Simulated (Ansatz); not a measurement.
# In8Ag4I, a known structure type with other elements, at an estimated volume

```
I Ag In
1.0
     0.00000    0.00000    5.82528
     4.96165   -4.96165    2.91264
     4.96165    4.96165   -2.91264
I Ag In
1 4 8
Cartesian
  0.0000 0.0000 0.0000
  2.4808 2.4808 1.4563
  2.4808 -2.4808 4.3690
  2.4808 2.4808 -1.4563
  2.4808 -2.4808 1.4563
  3.4451 0.0000 0.0000
  4.9617 -1.5166 2.9126
  6.4782 0.0000 0.0000
  4.9617 1.5166 2.9126
  7.8199 0.0000 2.9126
  4.9617 2.8582 0.0000
  2.1034 0.0000 2.9126
  4.9617 -2.8582 5.8253
```

Level: r2SCAN, no spin polarisation; 500 eV; 7×7×7 Γ-centred mesh; fermi-dirac occupations (width 0.022 eV); Ansatz 0.2.0, fixed geometry.

Problem. Is the cell too large or too small?

Solution. The pressure is 5.0 GPa (compression positive), so with the atoms held at these fractions the cell would first expand. The principal stresses 3.8, 5.7, 5.7 GPa differ, so its shape would change too.

Problem. Where is the largest force?

Solution. The largest is on In10 (and as large on other atoms): 0.28 eV/Å, components (-0.28, 0.00, 0.00). It makes 83° with the line to a nearest neighbour, Ag5 at 2.90 Å.

Problem. Give the Bader charges.

Solution. Bader charges in e: In +0.17 to +0.25, Ag -0.27, I -0.60. In the mean In gives up most and I takes most.

Problem. Is there a gap?

Solution. It is a metal, with about 5.2 states/eV a cell as the mean within 0.25 eV of the Fermi level, mostly In p (58 %) and In s (16 %).

Problem. What is the formation energy?

Solution. 0.06 eV an atom against the elements' usual phases (free molecules for gases, crystals otherwise, with no correction for O₂ or N₂), so at this geometry it isn't bound against them. Relaxing would lower it.

Problem. What do density and ELF say about some of the short contacts?

Solution. Ag–In at 2.90 Å: least valence density 0.23 e/Å³ and ELF 0.23 there. Ag–Ag at 2.91 Å: least valence density 0.21 e/Å³ and ELF 0.16 there. In–In at 2.97 Å: least valence density 0.23 e/Å³ and ELF 0.40 there. These are pseudo-fields; inside the PAW spheres they differ from the all-electron ones.

Origin: a known structure type with other elements, at an estimated volume, so it need not be a known compound. Caveats: odd electron count without spin polarisation, so a magnetic state may lie lower.
